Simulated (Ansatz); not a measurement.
The relaxed structure here is a generated cell of ZrO2: the first start was made by placing the elements on the sites of a structure type, and the end was not matched to a known phase here, so it may be hypothetical. Known forms of ZrO2 include space group No. 14, 137, 225.

The end point of a relaxation of ZrO₂. Space group P6₃/mmc (No. 194), AFLOW prototype A2B_hP12_194_cg_f (C10, as in SiO2). Level of theory: r2SCAN (plane waves to 500 eV, PAW, scalar-relativistic; Ansatz, a program for electronic structure).

Space group P6₃/mmc (No. 194); a = b = 6.400 Å, c = 10.439 Å, α = β = 90.00°, γ = 120.00°

```csv
atom,site,symmetry,x,y,z
Zr,4f,3m.,0.3333,0.6667,0.0624
O,2c,-6m2,0.3333,0.6667,0.2500
O,6g,.2/m.,0.5000,0.5000,0.5000
```

Q: Give the band gap at the level r2SCAN.

A: 5.28 eV, direct at Γ (no spin-orbit coupling).

No spin polarisation in the result.

The run could not lose the symmetry of its start; a randomly shaken copy of 12 atoms returns to this structure.
